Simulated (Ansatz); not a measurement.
Input:

CsHO:
```
CELL_PARAMETERS angstrom
      2.16593    -5.71072     0.00000
      2.16593     5.71072     0.00000
      0.00000     0.00000     4.49940
ATOMIC_POSITIONS crystal
  Cs 0.86162 0.13838 0.73370
  Cs 0.13838 0.86162 0.23370
  H  0.53488 0.46512 0.61061
  H  0.46512 0.53488 0.11061
  O  0.59408 0.40592 0.76540
  O  0.40592 0.59408 0.26540
```

This is the r²SCAN-relaxed structure. Cartesian axes are those of the cell as given.

### Question
All from DFT-r²SCAN in the program Ansatz with PAW potentials, unless another level is named. Predict the hole effective mass.

### Answer
2.3 along x, 1.6 along z (mₑ).

### Question
Predict the electron effective mass.

### Answer
0.51, 0.56, 1.2 mₑ (principal values).

### Question
Next, the formation energy from the elements (no fitted shifts)?

### Answer
-1.39 eV/atom.

### Question
Give the valence-band maximum.

### Answer
at Γ.

### Question
Next, the conduction-band minimum?

### Answer
at Y (k = 0.500, 0.500, 0.000 in fractions of the reciprocal vectors).

Space group Cmc2_1. The workflow started from a Materials Project entry (that database holds measured and hypothetical structures alike); the Crystallography Open Database copy checked does not list it. Whether it is the stable phase at ambient conditions was not checked. The r²SCAN relaxation kept the symmetry of its start; its stability against distortions is not shown here. The references are the lowest solids computed at this level, not always the standard phases (solids in place of the gases). Scalar-relativistic: spin–orbit coupling is off unless named, which matters more the heavier the elements.

Potentials: the later of the program's two PAW sets.

Edges and masses are those of Kohn–Sham bands, whose gap is no quasiparticle gap.
